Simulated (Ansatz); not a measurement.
**A plane-wave run on TlSn**

Input file of Ansatz 0.2.0:

```yaml
crystal:
  lattice:
    - [6.58244, 0.0, 0.0]
    - [0.0, 7.29125, 0.0]
    - [0.0, 0.0, 4.079102]
  atoms:
    - { symbol: Tl, position: [0.00316, 0.19929, 0.25] }
    - { symbol: Tl, position: [0.99684, 0.80071, 0.75] }
    - { symbol: Tl, position: [0.49684, 0.69929, 0.75] }
    - { symbol: Tl, position: [0.50316, 0.30071, 0.25] }
    - { symbol: Sn, position: [0.19923, 0.57736, 0.2512] }
    - { symbol: Sn, position: [0.80077, 0.42264, 0.7512] }
    - { symbol: Sn, position: [0.30077, 0.07736, 0.7512] }
    - { symbol: Sn, position: [0.69923, 0.92264, 0.2512] }
  symmetry: { tolerance: 0.0003 }
kpoints:
  mp_grid: { grid: [5, 5, 8], shift: [0, 0, 0] }
  band_path:
    path:
      - [0.0, 0.0, 0.0]
      - [0.5, 0.0, 0.0]
      - [0.5, 0.5, 0.0]
      - [0.0, 0.5, 0.0]
      - [0.0, 0.0, 0.0]
      - [0.0, 0.0, 0.5]
      - [0.5, 0.0, 0.5]
      - [0.5, 0.5, 0.5]
      - [0.0, 0.5, 0.5]
    npoints: 6
magnetization:
  spin_polarized: false
scf:
  occupations: { method: fermi_dirac }
  lower_state_search: "off"
  max_iter: 200
hamiltonian:
  pseudopotentials: { kind: paw }
  xc: r2scan
basis:
  ecutwfc: 500
  fft_grid_basis: typed
output:
  forces: true
  stress: true
  eigenvalues: true
  bader: true
  populations: true
  elf: true
  write_potential: true
  volumetric_format: npy
  dos:
    e_range: [-12, 8]
    de: 0.05
    projected: { site_lists: { Sn: [Sn], Tl: [Tl] } }
checkpoint:
  read: saved_state
```

The run starts from an earlier solution of this cell. 

Parts of the output:

```
SCF iter   1: F=-69985.2421 eV  Δρ=7.38e-4  dr2=1.43e-3  dr2_τ=3.49e-4
SCF iter   2: F=-69985.2424 eV  Δρ=4.74e-4  dr2=6.14e-4  dr2_τ=9.40e-6
SCF iter   3: F=-69985.2426 eV  Δρ=8.88e-5  dr2=2.12e-5  dr2_τ=1.07e-6
SCF iter   4: F=-69985.2426 eV  Δρ=3.17e-5  dr2=2.04e-6  dr2_τ=7.02e-8
SCF iter   5: F=-69985.2426 eV  Δρ=8.21e-6  dr2=1.58e-7  dr2_τ=5.39e-9
SCF iter   6: F=-69985.2426 eV  Δρ=2.33e-6  dr2=1.52e-8  dr2_τ=4.71e-10
Free energy (F): -69985.2426 eV
Harris-Foulkes:  -69985.2426 eV  (|F-HF|=4.09e-9)
Internal energy: -69985.1290 eV  (E = F + TS)
E sigma→0 (E₀):  -69985.1858 eV
Entropy (-TS):   -0.1135 eV (-14.191 meV/atom)
Fermi energy:    12.6414 eV
--- Per-component energies (eV) ---
  E_band       = -176.3977
  E_kinetic    = 2108.6131
  E_local      = -6524.6834  (includes V_loc(G=0)·N_el)
  E_nonlocal   = 1137.7409
  E_hartree    = 3331.9873
  E_xc         = -2382.3026
  E_vxc        = -1058.6339  (∫ρ·V_xc dr)
  E_paw        = -57407.5073  (= ΣΔE_a)
  E_vpaw       = -2578.8389  (= ΣTr[D̂ρ^β])
  E_aug_tail   = 0.0000  (compensation charges beyond the density's cutoff)
  E_vtau       = 75.4293  (kinetic-family band-sum trace: ∫τ·v_τ [+ j·A + Jᵃ·Aᵃ] dr)
  E_ewald      = -10256.0773
  E_core_change = 7.1003  (= ΣΔE_core)
  E_smearing   = -0.1135  (= −TS)
--- Stress (GPa, compression-positive) ---
       15.4631       0.0000       0.0000
        0.0000      15.8698       0.0000
        0.0000       0.0000      14.0348
  P = ⅓ Tr σ = 15.1226 GPa (151.226 kbar)
--- Löwdin populations: 8 sites ---
  site symbol       q [e]
     0     Tl     13.2188
     1     Tl     13.2188
     2     Tl     13.2188
     3     Tl     13.2188
     4     Sn     13.7172
     5     Sn     13.7172
     6     Sn     13.7172
     7     Sn     13.7172
  spilling = 0.0024 (of n_electrons = 108.0000)
--- Bader charges: 8 sites ---
  site symbol  charge [e]  shift [e]
     0     Tl     -0.1822     0.0000
     1     Tl     -0.1822     0.0000
     2     Tl     -0.1822     0.0000
     3     Tl     -0.1822     0.0000
     4     Sn      0.1822     0.0000
     5     Sn      0.1822     0.0000
     6     Sn      0.1822     0.0000
     7     Sn      0.1822     0.0000
```

Origin: a known structure type with other elements, at an estimated volume, so it need not be a known compound. Caveats: atoms or cell far from equilibrium.
